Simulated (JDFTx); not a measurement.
- surface = Co(0001)
- bulk = Co, P6_3/mmc, lattice of mp-54 (not re-optimised)
- slab = 5 atoms in 5 planes, (1×1), 8.0 Å between the outermost planes
- in-plane cell = 2.472 × 2.472 Å, 5.29 Å²
- cell height = 27.0 Å
- sampling = 12×12×1 k mesh, Fermi smearing 0.004 Ha, spin-polarised from a ferromagnetic start

Adsorbate: F on both faces at 1.00 monolayer, started hollow and relaxed in vacuum, keeping the symmetry of the start.

Level of theory: PBE-D3(BJ), GBRV ultrasoft potentials, plane waves to 20/100 Ha; code: a modified build of JDFTx. The adsorption energy per F is [E(slab + 2 F) − E(slab)]/2 − (½ E(F2)), with the gas molecules relaxed at the same level and slab energies taken as (E + F)/2, the usual estimate of zero smearing. Energies are static: no zero-point or thermal terms. Both faces are alike, and the cell allows no reconstruction beyond its size.

Q: Predict the adsorption energy and the geometry, and the change of the work function.

A: -1.92 eV. F sits 1.39 Å above the highest substrate atom, bound to 3 Co at 1.99 Å. The work function goes from 4.99 to 7.49 eV. In linear PCM (GLSSA13), water, 1 M NaF, at zero charge, the adsorption energy is -1.92 eV and the potential of zero charge moves from 0.27 to 2.91 V vs SHE (4.44 V convention).
